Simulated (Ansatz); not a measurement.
LuPd3:
```
LuPd3
1.0
    4.01790     0.00000     0.00000
    0.00000     4.01790     0.00000
    0.00000     0.00000     4.01790
Lu Pd
1 3
Cartesian
  0.00000   0.00000   0.00000
  0.00000   2.00895   2.00895
  2.00895   0.00000   2.00895
  2.00895   2.00895   0.00000
```

Relaxed with PBEsol. Special points in fractions of this cell's reciprocal vectors: Γ (0.000, 0.000, 0.000); X (0.000, 0.500, 0.000); M (0.500, 0.500, 0.000); R (0.500, 0.500, 0.500).

### Question
List the band energies nearest the Fermi level at these points for the program Ansatz at the PBEsol with spin–orbit coupling level (PAW).

### Answer
In eV from the Fermi level; about four levels below and three above (degenerate sets whole), none deeper than 8.9 eV; points with the same levels are listed once.

```json
[
 {"k": "Γ", "below": "-0.86 -0.86 -0.86 -0.86 -0.30 -0.30", "above": "0.03 0.03 0.20 0.20 0.20 0.20"},
 {"k": "X", "below": "-1.38 -1.38 -0.67 -0.67", "above": "0.15 0.15 2.68 2.68"},
 {"k": "M", "below": "-1.20 -1.20 -0.82 -0.82", "above": "2.15 2.15 2.28 2.28"},
 {"k": "R", "below": "-0.13 -0.13 -0.13 -0.13", "above": "0.89 0.89 1.22 1.22"}
]
```

Space group Pm-3m (Cu3Au type). The workflow started from an entry of the Crystallography Open Database (COD). Whether it is the stable phase at ambient conditions was not checked. Symmetry was held in the PBEsol relaxation; whether a distortion lowers the energy is not shown. No spin polarisation was allowed.

Potentials: the later of the program's two PAW sets.
